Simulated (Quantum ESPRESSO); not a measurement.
```
GaAlP2
1.0
    3.82763     0.00000     0.00000
    0.00000     3.82763     0.00000
    0.00000     0.00000     5.39942
Al P Ga
1 2 1
Direct
  0.50000   0.50000   0.50000
  0.00000   0.50000   0.24946
  0.50000   0.00000   0.75054
  0.00000   0.00000   0.00000
```

Cell and atoms were relaxed with LDA from Materials Project entry mp-1228888, within its symmetry.

Task: What does LDA (pw.x of Quantum ESPRESSO, ONCV potentials, without SOC) give for the electronic structure near the Fermi level?

Result: The LDA gap is indirect, 1.42 eV, from Γ to 9 % of the way from M to Γ; the smallest direct gap is 1.50 eV. Another conduction extremum on the path lies within 0.02 eV, too close to call. Spin-orbit splittings are left out.

The structure is a Materials Project entry; no match was found in the copy of COD used, and its stability was not checked.
